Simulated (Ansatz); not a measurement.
ZrCl4:
```cif
data_Cl8Zr2
_chemical_formula_sum 'Zr2 Cl8'
_space_group_name_H-M_alt 'P 1'
_space_group_IT_number 1
_cell_length_a 6.36513
_cell_length_b 7.47734
_cell_length_c 6.27763
_cell_angle_alpha 90.000
_cell_angle_beta 108.896
_cell_angle_gamma 90.000
loop_
_space_group_symop_operation_xyz
  'x, y, z'
loop_
_atom_site_label
_atom_site_type_symbol
_atom_site_fract_x
_atom_site_fract_y
_atom_site_fract_z
_atom_site_occupancy
Zr1 Zr 0.00000 0.83034 0.75000 1
Zr2 Zr 0.00000 0.16966 0.25000 1
Cl1 Cl 0.74434 0.36641 0.01899 1
Cl2 Cl 0.25566 0.63359 0.98101 1
Cl3 Cl 0.25566 0.36641 0.48101 1
Cl4 Cl 0.74434 0.63359 0.51899 1
Cl5 Cl 0.22691 0.89381 0.49942 1
Cl6 Cl 0.77309 0.10619 0.50058 1
Cl7 Cl 0.77309 0.89381 0.00058 1
Cl8 Cl 0.22691 0.10619 0.99942 1
```

Relaxed with r²SCAN+D4.

Which orbitals make up the states near the band edges in plane-wave PAW r²SCAN+D4 (Ansatz code)?

Top 1 eV of the valence band: Cl 3p 96 %. Bottom 1 eV of the conduction band: Zr 4d 77 %, Cl 3p 19 %. Projections are on Löwdin-orthogonalised atomic valence shells; empty p or d shells of many metals are not among them.

Tabulate the density of states.

States/eV per cell of 10 atoms, in 0.25 eV bins, energy from the valence-band maximum.

```
E (eV)  total  Cl 3p  Zr 4d  Zr 5s
------  -----  -----  -----  -----
-7.85    0.00   0.00   0.00   0.00
-7.60    0.00   0.00   0.00   0.00
-7.35    0.00   0.00   0.00   0.00
-7.10    0.00   0.00   0.00   0.00
-6.85    0.00   0.00   0.00   0.00
-6.60    0.00   0.00   0.00   0.00
-6.35    0.00   0.00   0.00   0.00
-6.10    0.00   0.00   0.00   0.00
-5.85    0.00   0.00   0.00   0.00
-5.60    0.00   0.00   0.00   0.00
-5.35    0.00   0.00   0.00   0.00
-5.10    0.00   0.00   0.00   0.00
-4.85    0.00   0.00   0.00   0.00
-4.60    0.00   0.00   0.00   0.00
-4.35    0.00   0.00   0.00   0.00
-4.10    0.00   0.00   0.00   0.00
-3.85    0.00   0.00   0.00   0.00
-3.60    0.00   0.00   0.00   0.00
-3.35    2.97   2.43   0.22   0.24
-3.10   10.73   8.58   1.33   0.49
-2.85   16.65  13.07   3.02   0.17
-2.60   10.52   8.43   1.73   0.09
-2.35   11.02   8.89   1.72   0.11
-2.10    9.57   8.09   1.20   0.05
-1.85   15.30  13.14   1.67   0.08
-1.60   13.48  11.92   1.13   0.08
-1.35   13.56  12.16   1.05   0.07
-1.10   19.10  17.30   1.49   0.05
-0.85   20.10  18.98   0.87   0.03
-0.60   14.81  14.12   0.54   0.01
-0.35   21.04  20.45   0.43   0.01
-0.10   13.15  12.98   0.09   0.00
0.15     0.00   0.00   0.00   0.00
0.40     0.00   0.00   0.00   0.00
0.65     0.00   0.00   0.00   0.00
0.90     0.00   0.00   0.00   0.00
1.15     0.00   0.00   0.00   0.00
1.40     0.00   0.00   0.00   0.00
1.65     0.00   0.00   0.00   0.00
1.90     0.00   0.00   0.00   0.00
2.15     0.00   0.00   0.00   0.00
2.40     0.00   0.00   0.00   0.00
2.65     0.00   0.00   0.00   0.00
2.90     0.00   0.00   0.00   0.00
3.15     0.00   0.00   0.00   0.00
3.40     0.00   0.00   0.00   0.00
3.65     0.00   0.00   0.00   0.00
3.90     0.00   0.00   0.00   0.00
4.15    18.96   3.30  14.93   0.07
4.40    18.34   3.48  14.13   0.08
4.65    10.70   2.27   8.02   0.03
4.90     0.00   0.00   0.00   0.00
5.15     0.00   0.00   0.00   0.00
5.40     0.00   0.00   0.00   0.00
5.65     0.00   0.00   0.00   0.00
5.90     2.71   0.50   1.74   0.01
6.15    10.95   2.23   6.87   0.04
6.40     4.02   0.99   2.43   0.02
6.65    12.73   3.56   7.61   0.05
6.90     1.58   0.46   0.94   0.00
7.15     0.00   0.00   0.00   0.00
7.40     0.00   0.00   0.00   0.00
7.65     0.10   0.01   0.00   0.07
7.90     0.32   0.02   0.00   0.21
8.15     0.49   0.03   0.01   0.31
8.40     0.68   0.05   0.01   0.42
8.65     0.93   0.07   0.02   0.54
8.90     1.34   0.10   0.02   0.73
```

Space group P2/c. The first step of the workflow began from a Materials Project structure, measured or hypothetical; the Crystallography Open Database files this formula in space group No. 13, but the cells were not matched. Its standing as an ambient phase is unchecked. The cell was relaxed with r²SCAN+D4 under the symmetry of its start; whether a distortion lowers the energy is not shown. No spin polarisation was allowed. Scalar-relativistic: spin–orbit coupling is off unless named, which matters more the heavier the elements.

Potentials: the earlier of the program's two PAW sets. The files were generated under PBE; for other functionals the program regenerates the frozen cores, and for LDA and PBEsol the local potential too.
